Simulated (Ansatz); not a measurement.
Relaxed-ion elastic tensor of KY3F10 in space group Fm-3m (No. 225; K on 8c, Y on 24e, F on 32f, F on 48i) in GPa (Voigt order), plane-wave PAW PBEsol (Ansatz code); density 4.33 g/cm³, 13.57 Å³ per atom.

```tsv
	1	2	3	4	5	6
1	148	63.4	63.4	0.0	0.0	0.0
2	63.4	148	63.4	0.0	0.0	0.0
3	63.4	63.4	148	0.0	0.0	0.0
4	0.0	0.0	0.0	45.2	0.0	0.0
5	0.0	0.0	0.0	0.0	45.2	0.0
6	0.0	0.0	0.0	0.0	0.0	45.2
```

Is the crystal mechanically stable?

Yes: the smallest eigenvalue of C is 45.2 GPa.

Work out the Voigt, Reuss and Hill averages.

K_V = 91.6, K_R = 91.6, K_H = 91.6; G_V = 44.0, G_R = 44.0, G_H = 44.0 GPa.

Give Young's modulus, Poisson's ratio, Pugh's ratio and the universal anisotropy index.

E = 9KG/(3K + G) = 114 GPa; ν = 0.29; K/G = 2.08 (ductile by the Pugh limit of 1.75); A_U = 5G_V/G_R + K_V/K_R − 6 = 0.01.

Estimate the sound speeds and the Debye temperature.

v_l = √((K + 4G/3)/ρ) = 5890 m/s, v_t = √(G/ρ) = 3190 m/s, mean 3560 m/s; Θ = (h/k)(3n/4πV)^(1/3) v_m = 444 K.

Give the Zener ratio and Young's modulus along [100], [110] and [111].

A = 2C44/(C11 − C12) = 1.07; 1/E = S11 − 2(S11 − S12 − S44/2)Γ with Γ = 0, 1/4, 1/3 gives 110, 115, 116 GPa.

Solve the Christoffel equation for the three sound speeds along [100], [110], [111].

Eigenvalues of C_ijkl n_j n_l equal ρv². In km/s, slowest first: [100] 3.23, 3.23, 5.84; [110] 3.12, 3.23, 5.90; [111] 3.16, 3.16, 5.92.

The workflow started from a Materials Project entry (that database holds measured and hypothetical structures alike); the Crystallography Open Database files this formula in space group No. 225, but the cells were not matched. Its standing as an ambient phase is unchecked. The cell was relaxed with PBEsol under the symmetry of its start; of distortions, only those at the zone centre were tested. No spin polarisation was allowed.

Potentials: the later of the program's two PAW sets.
